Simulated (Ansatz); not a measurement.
Sb₃Au: do energies and stresses tell the same story?

The calculation used DFT r2SCAN, scalar-relativistic, plane waves, PAW (Ansatz 0.2.0).

Settings: cutoff 500 eV, Γ-centred mesh 10×10×10 on the computed 4-atom cell, Gaussian smearing of 0.10 eV; no spin polarisation.

Relaxed cell: Im-3m, a = 5.918 Å, b = 5.918 Å, c = 5.918 Å, α = 90.00°, β = 90.00°, γ = 90.00°, 4 atoms in the primitive cell. Whether it is the stable form of this composition wasn't checked.

Energies at zero smearing and pressures from the stress tensor, at volumes with shape and atoms relaxed:
```csv
V (Å³/atom),E − E(first) (meV/atom),P (GPa)
22.800,0.00,13.07
23.578,-52.80,8.85
24.355,-86.94,5.35
25.132,-105.56,2.43
25.909,-111.22,-0.01
26.687,-106.06,-2.05
27.464,-91.89,-3.74
28.500,-61.54,-5.57
```

Check P = −dE/dV between neighbouring volumes, and get the bulk modulus from the pressures alone.

With 1 eV/Å³ = 160.2 GPa:
| middle V (Å³/atom) | −ΔE/ΔV (GPa) | mean P (GPa) |
| --- | --- | --- |
| 23.189 | 10.883 | 10.960 |
| 23.966 | 7.039 | 7.101 |
| 24.744 | 3.837 | 3.887 |
| 25.521 | 1.166 | 1.206 |
| 26.298 | -1.062 | -1.030 |
| 27.075 | -2.921 | -2.895 |
| 27.982 | -4.692 | -4.658 |

The two differ by 0.08 GPa at most. The mean of two end pressures misses the average over a step by about ΔV² P″/12, up to 0.06 GPa here; with that taken off 0.01 GPa remains. Around V = 25.909 Å³/atom, the two neighbours give B = −V ΔP/ΔV = 25.909 × 4.47 / 1.555 = 74.5 GPa, against B0 = 74.1 GPa from the Birch–Murnaghan fit of the energies.

Spin–orbit coupling is left out, which can shift energies with elements as heavy as these.

Cost: 9 runs of about 5.6 core-minutes in all, on Arm Neoverse V2 (shared hosts).